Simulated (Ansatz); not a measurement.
An Ansatz (a first-principles code) run. Input:

Ansatz 0.2 input:
```yaml
crystal:
  lattice:
    - [-1.5972732235, 1.5972732235, 2.4990925513]
    - [1.5972732235, -1.5972732235, 2.4990925513]
    - [1.5972732235, 1.5972732235, -2.4990925513]
  atoms:
    - { symbol: In, position: [0.0, 0.0, 0.0] }
kpoints:
  mp_grid: { grid: [13, 13, 13] }
  band_path:
    path:
      - [[0.0, 0.0, 0.0], [0.0, 0.0, 0.5], [0.25, 0.25, 0.25], [0.0, 0.5, 0.0], [0.0, 0.0, 0.0], [0.5, 0.5, -0.5], [0.3521253954, 0.6478746046, -0.3521253954]]  # Γ-X-P-N-Γ-M-S
      - [[-0.3521253954, 0.3521253954, 0.3521253954], [0.0, 0.0, 0.0]]  # S_0-Γ
      - [[0.0, 0.0, 0.5], [-0.2042507908, 0.2042507908, 0.5]]  # X-R
      - [[0.5, 0.5, -0.2042507908], [0.5, 0.5, -0.5]]  # G-M
    npoints: 8
basis: { xc_grid: 2 }
hamiltonian:
  xc: pbesol
  pseudopotentials: { kind: paw }
magnetization: { noncollinear: true, spin_orbit: true }
scf:
  n_extra_bands: 13
  convergence: { dr2_threshold: 0.0000000001 }
  occupations: { method: gaussian, width: 0.05 }
output: { eigenvalues: true }
```

Output (shortened):

```
Pseudopotential: In, paw_fr, valence charge 13
Functional definition: PBEsol
non-collinear run that drives no moment, with spin-orbit …
Crystal: 1 atoms, lattice volume = 25.504 Å³
Basis set: ecut = 420 eV, 501 PW (Γ), exchange–correlation on 48×48×48 points (8 copies of the dense FFT grid, shifted against one another)
Bands: 26, of which v1, the nominal top of the filled ones, is band 13 counted from 1 (12 counted from 0)
Symmetry: 16 space group operations + 16 with time reversal
k-points: 196 of 2197
Projection manifold: j_resolved (fully-relativistic pseudo-atomic orbitals)
SCF iter   1: F=—  HF=-5527.326583 eV  |F-HF|=—  |Δ(HF+E_count)|=         —  Δρ=1.57e-2  dr2=8.65e-2  dr2_m=0.00e0 (ungated)  ethr=3.10e-3  |M|=0.00e0 ∫|m|=0.00e0 μB  |m|>n=0.0e0 m-floor=0.0e0 τ_xc=0.0e0  β_m=0.30  ⟨swp⟩=8.0  Hψ=15252  notcnv=0  defer=218
preconditioner: auto → none
SCF iter   2: F=—  HF=-5527.303997 eV  |F-HF|=—  |Δ(HF+E_count)|=   2.26e-2  Δρ=1.24e-2  dr2=5.33e-2  dr2_m=0.00e0 (ungated)  ethr=6.65e-4  |M|=0.00e0 ∫|m|=0.00e0 μB  |m|>n=0.0e0 m-floor=0.0e0 τ_xc=0.0e0  β_m=0.65  ⟨swp⟩=2.0  Hψ=3844  notcnv=0  defer=1322
SCF iter   3: F=—  HF=-5527.287027 eV  |F-HF|=—  |Δ(HF+E_count)|=   1.70e-2  Δρ=5.28e-3  dr2=4.21e-3  dr2_m=0.00e0 (ungated)  ethr=4.10e-4  |M|=0.00e0 ∫|m|=0.00e0 μB  |m|>n=0.0e0 m-floor=0.0e0 τ_xc=0.0e0  β_m=0.79  ⟨swp⟩=2.9  Hψ=4075  notcnv=0  defer=1410
SCF iter   4: F=—  HF=-5527.285559 eV  |F-HF|=—  |Δ(HF+E_count)|=   1.47e-3  Δρ=2.41e-3  dr2=1.44e-3  dr2_m=0.00e0 (ungated)  ethr=3.24e-5  |M|=0.00e0 ∫|m|=0.00e0 μB  |m|>n=0.0e0 m-floor=0.0e0 τ_xc=0.0e0  β_m=0.68  ⟨swp⟩=2.0  Hψ=4333  notcnv=0  defer=1416
SCF iter   5: F=—  HF=-5527.285025 eV  |F-HF|=—  |Δ(HF+E_count)|=   5.33e-4  Δρ=1.19e-3  dr2=3.51e-4  dr2_m=0.00e0 (ungated)  ethr=1.11e-5  |M|=0.00e0 ∫|m|=0.00e0 μB  |m|>n=0.0e0 m-floor=0.0e0 τ_xc=0.0e0  β_m=0.84  ⟨swp⟩=2.0  Hψ=2871  notcnv=0  defer=1416
SCF iter   6: F=—  HF=-5527.284862 eV  |F-HF|=—  |Δ(HF+E_count)|=   1.63e-4  Δρ=2.97e-4  dr2=2.13e-5  dr2_m=0.00e0 (ungated)  ethr=2.70e-6  |M|=0.00e0 ∫|m|=0.00e0 μB  |m|>n=0.0e0 m-floor=0.0e0 τ_xc=0.0e0  β_m=0.92  ⟨swp⟩=2.1  Hψ=2919  notcnv=0  defer=1416
SCF iter   7: F=—  HF=-5527.284852 eV  |F-HF|=—  |Δ(HF+E_count)|=   9.86e-6  Δρ=3.70e-5  dr2=3.29e-7  dr2_m=0.00e0 (ungated)  ethr=1.64e-7  |M|=0.00e0 ∫|m|=0.00e0 μB  |m|>n=0.0e0 m-floor=0.0e0 τ_xc=0.0e0  β_m=0.96  ⟨swp⟩=2.0  Hψ=2849  notcnv=0  defer=1416
SCF iter   8: F=—  HF=-5527.284852 eV  |F-HF|=—  |Δ(HF+E_count)|=   1.26e-7  Δρ=2.43e-6  dr2=1.30e-9  dr2_m=0.00e0 (ungated)  ethr=2.53e-9  |M|=0.00e0 ∫|m|=0.00e0 μB  |m|>n=0.0e0 m-floor=0.0e0 τ_xc=0.0e0  β_m=0.98  ⟨swp⟩=2.0  Hψ=3035  notcnv=0  defer=1416
SCF iter   9: F=-5527.284852 eV  HF=-5527.284852 eV  |F-HF|=3.64e-12  |Δ(HF+E_count)|=  5.60e-10  Δρ=8.60e-8  dr2=1.92e-12  dr2_m=0.00e0 (ungated)  ethr=1.00e-12  |M|=0.00e0 ∫|m|=0.00e0 μB  |m|>n=0.0e0 m-floor=0.0e0 τ_xc=0.0e0  ⟨swp⟩=8.6  Hψ=12335  notcnv=0
SCF 1 converged in 9 iterations: F = -5527.284852 eV  dr2 = 1.92e-12
NSCF: frozen V_eff on 76 k-points
SCF converged after 9 iterations
Magnetization: |M| = 0.0000 μB,  M = (+0.0000, +0.0000, +0.0000) μB
Absolute magnetization: 0.0000 μB (∫|m|)
  site 0: m = (+0.0000, +0.0000, +0.0000) μB, |m| = 0.0000 μB  (R = 1.32 Å)
Free energy (F): -5527.284852 eV
Harris-Foulkes:  -5527.284852 eV  (|F-HF|=3.64e-12)
Internal energy: -5527.283773 eV  (E = F + TS)
E sigma→0 (E₀):  -5527.284312 eV
Entropy (-TS):   -0.001079 eV (-1.079 meV/atom)
Fermi energy:    10.323191 eV
--- Per-component energies (eV) ---
  E_band       = -20.496245
  E_kinetic    = 241.979209
  E_local      = -1060.507093  (includes V_loc(G=0)·N_el)
  E_nonlocal   = 367.423523
  E_hartree    = 414.990479
  E_xc         = -214.346299
  E_vxc        = -100.739598  (∫ρ·V_xc dr)
  E_paw        = -4083.444028  (= ΣΔE_a)
  E_vpaw       = -298.633326  (= ΣTr[D̂ρ^β])
  E_aug_tail   = 0.000025  (compensation charges beyond the density's cutoff)
  E_ewald      = -1193.618635
  E_core_change = 0.239047  (= ΣΔE_core)
  E_smearing   = -0.001079  (= −TS)
  E_closure    =  0.000000  (closes the sum)
  Σ components = -5527.284852   (vs F -5527.284852, Δ=0.00e0)
  [band-id]    e_kinetic+e_local+e_nonlocal+2·e_hartree+e_vxc+e_vpaw+e_augmentation_tail = -20.496302   (vs E_band -20.496245, Δ=-5.71e-5)
--- Band table (eV; the first three rows and the last of 196) ---
  k-point 0: bands = ["-4.5997", "-4.5997", "-4.5680", "-4.5680", "-3.7952", "-3.7952", "-3.7034", "-3.7034", "-3.6189", "-3.6189", "0.7095", "0.7095", "20.6104", "20.6104", "21.4806", "21.4806", "21.6542", "21.6542", "22.1285", "22.1285", "24.6212", …
  k-point 1: bands = ["-4.5874", "-4.5874", "-4.5648", "-4.5648", "-3.7858", "-3.7858", "-3.6965", "-3.6965", "-3.6263", "-3.6263", "0.8975", "0.8975", "19.7264", "19.7264", "20.4508", "20.4508", "20.6916", "20.6916", "21.3679", "21.3679", "25.2703", …
  k-point 2: bands = ["-4.5685", "-4.5685", "-4.5485", "-4.5485", "-3.7639", "-3.7639", "-3.6707", "-3.6707", "-3.6434", "-3.6434", "1.4667", "1.4667", "18.0774", "18.0774", "18.6994", "18.6994", "19.3023", "19.3023", "20.2293", "20.2293", "23.5876", …
  k-point 195: bands = ["-4.6433", "-4.6433", "-4.5428", "-4.5428", "-3.7041", "-3.7041", "-3.6513", "-3.6513", "-3.4160", "-3.4160", "7.2847", "7.2847", "7.6179", "7.6179", "14.3860", "14.3860", "15.6337", "15.6337", "19.1115", "19.1115", "20.2939", …
```

Cost: roughly 25 core-seconds on shared cores.

Space group I4/mmm (body-centred tetragonal). The cell was relaxed with PBEsol under the symmetry of its start.

Potentials: the later of the program's two PAW sets.

Ansatz is a plane-wave DFT program.
